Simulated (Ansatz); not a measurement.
Notes on LaRu2

```
Ru La
1.0
     0.00000    3.85815    3.85815
     3.85815    0.00000    3.85815
     3.85815    3.85815    0.00000
Ru La
4 2
Direct
  0.62500 0.62500 0.62500
  0.12500 0.62500 0.62500
  0.62500 0.62500 0.12500
  0.62500 0.12500 0.62500
  0.00000 0.00000 0.00000
  0.25000 0.25000 0.25000
```

Level: r2SCAN, no spin polarisation; 500 eV; 8×8×8 Γ-centred mesh; fermi-dirac occupations (width 0.1 eV); Ansatz 0.2.0, fixed geometry.

Problem. Is there a gap?

Solution. It is a metal, with about 7.6 states/eV a cell as the mean within 0.25 eV of the Fermi level, mostly Ru d (84 %).

Problem. What does the stress say?

Solution. The pressure is -2.2 GPa (compression positive), so with the atoms held at these fractions the cell would first shrink.

Problem. Give the Bader charges.

Solution. Bader charges in e: La +1.31, Ru -0.65. In the mean La gives up most and Ru takes most.

Problem. Describe some of the short contacts.

Solution. Ru–Ru at 2.73 Å: least valence density 0.36 e/Å³ and ELF 0.28 there. Ru–La at 3.20 Å: least valence density 0.19 e/Å³ and ELF 0.16 there. La–La at 3.34 Å: least valence density 0.11 e/Å³ and ELF 0.04 there. Both are smooth PAW fields, read partly inside the augmentation spheres.

Origin: a database entry at a rescaled volume. Caveats: many states at the Fermi level without spin polarisation, so a magnetic state may lie lower; f levels without a U or exact exchange are poorly placed.
